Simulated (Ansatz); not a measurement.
V2GeB2:
```
CELL_PARAMETERS angstrom
      3.00385     0.00000     0.00000
     -1.50192     2.60141     0.00000
      0.00000     0.00000     6.67946
ATOMIC_POSITIONS crystal
  V  0.33333 0.66667 0.71458
  V  0.33333 0.66667 0.28542
  Ge 0.00000 0.00000 0.00000
  B  0.00000 0.00000 0.50000
  B  0.66667 0.33333 0.50000
```

Relaxed with r²SCAN.

**Question.** Map the electron localisation function on the plane through (0.333, 0.667, 0.715) spanned by u = [0, 0, 1] and v = [1, -1, 0] in lattice vectors, from r²SCAN in the plane-wave PAW code Ansatz.

**Answer.** x is the fraction of u, y of v (the angle between them is 90°; rows are the nearest grid lines); atoms in the plane: V at (0.00, 0.00), V at (0.57, 0.00), Ge at (0.29, 0.67), B at (0.79, 0.67), B at (0.79, 0.33).
```
|8997311355543114799899621221137998|
|9997311455553113799998621232126999|
|9985213566664212689998421343125899|
|7763225666666522467775323555323577|
|1112577654556775211112467777764211|
|1135776533345777421124787656786421|
|3357876321124678643357875212588643|
|4467875216513578754467862000378764|
|4467875219713578754568862000378764|
|4457875322223678754467874101588754|
|4457876432235678654457887656888754|
|4456776544456777644456899999998654|
|4445566544455665544457899999998654|
|5444444433334444444567888656898765|
|5544433222222334445578874101588865|
|6544332211112234445678872000379876|
|6544332211112234445678872000378876|
|4433333222222333334467875212588754|
|2222333333333333222235787556786432|
|1111234444444432111112467777763211|
|7763113455554312467765213554213577|
|9986212455554213689997411343125899|
|9997311355553113799998621232126999|
|8997311355543114799899621221137998|
```
Scale: ten equal steps from 0.000 (start of '0') to 0.754 (end of '9'), in the order '0123456789'; x runs from 0.000 to 1.00, y from 0.000 (bottom) to 1.00 (top).

The density is the valence pseudo-density with augmentation charge, so density and ELF within about 1 Å of a nucleus are not all-electron values.

Space group P-6m2. The start of the workflow was typed in or built on a structure type; neither database checked (COD, Materials Project) lists it. Whether it is the stable phase at ambient conditions was not checked. The cell was relaxed with r²SCAN under the symmetry of its start; its stability against distortions is not shown here. The workflow began spin-polarised and lost its moments.

Potentials: the earlier of the program's two PAW sets. The files were generated under PBE; for other functionals the program regenerates the frozen cores, and for LDA and PBEsol the local potential too.
